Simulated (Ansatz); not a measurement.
## MgZn2Te3 (P6_3mc) at 2 levels of theory

One geometry, relaxed with PBE; plane waves with PAW potentials in Ansatz, scalar-relativistic. No spin polarisation. Gaps are the least over mesh and band path; pressure is positive in compression.

```cif
data_structure
_symmetry_space_group_name_H-M 'P 1'
_symmetry_Int_Tables_number 1
_cell_length_a 4.4331
_cell_length_b 4.4331
_cell_length_c 21.9773
_cell_angle_alpha 90.000
_cell_angle_beta 90.000
_cell_angle_gamma 120.000
_cell_volume 374.04
loop_
_atom_site_label
_atom_site_type_symbol
_atom_site_fract_x
_atom_site_fract_y
_atom_site_fract_z
_atom_site_occupancy
Mg1 Mg 0.33333 0.66667 0.00232 1
Mg2 Mg 0.66667 0.33333 0.50232 1
Zn1 Zn 0.33333 0.66667 0.33266 1
Zn2 Zn 0.33333 0.66667 0.67110 1
Zn3 Zn 0.66667 0.33333 0.17110 1
Zn4 Zn 0.66667 0.33333 0.83266 1
Te1 Te 0.33333 0.66667 0.13106 1
Te2 Te 0.33333 0.66667 0.45463 1
Te3 Te 0.33333 0.66667 0.79323 1
Te4 Te 0.66667 0.33333 0.29323 1
Te5 Te 0.66667 0.33333 0.63106 1
Te6 Te 0.66667 0.33333 0.95463 1
```

```tsv
level	cutoff (eV)	k mesh	gap (eV)	pressure (GPa)
PBE	420	6×6×2	1.24	0.0
```

What comes out on the same cell with PBEsol?

```
 level  cutoff (eV)  k mesh  gap (eV)  pressure (GPa)
PBEsol          420   6×6×2      1.14            -2.0
```

Spin-orbit coupling matters for the bands of heavy elements and is left out.

The structure comes from a generated guess; another structure or a mixture of phases may lie lower.
